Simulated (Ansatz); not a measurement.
A geometry of Be away from equilibrium: the start of the relaxation of a relaxed Be cell, doubled along one cell vector, shaken by Gaussian noise of σ = 0.08 Å a coordinate. The numbers are results of PBE (plane waves to 420 eV, PAW, scalar-relativistic; Ansatz, an electronic-structure program), not measurements. Γ-centred k-mesh 9×17×17 on the run's cell (coarser than for final values), Fermi–Dirac smearing 0.05 eV.

```xyz
2
Lattice="0.0000 3.1575 3.1575 1.5788 0.0000 1.5788 1.5788 1.5788 0.0000" Properties=species:S:1:pos:R:3 pbc="T T T"
Be     1.5877     1.5364     1.6211
Be     1.6948     3.2817     3.1546
```

Q: Predict the force on each atom, in eV/Å.

A: 
```
atom     Fx     Fy     Fz
----  -----  -----  -----
Be1    0.33   0.52  -0.13
Be2   -0.33  -0.52   0.13
```

Q: What is the pressure?

A: +0.8 GPa, compression positive.

Q: How far above the relaxed end point is this geometry?

A: 0.03 eV/atom; the path ends in Fm-3m (No. 225) (fcc (Cu type)).

No spin polarisation in the result.

The run could not lose the symmetry of its start, so the end can be a saddle point.

The end of the path is a generated cell of Be: the first start was made by placing the elements on the sites of a structure type, and the end was not matched to a known phase here, so it may be hypothetical. Known forms of Be include space group No. 194.
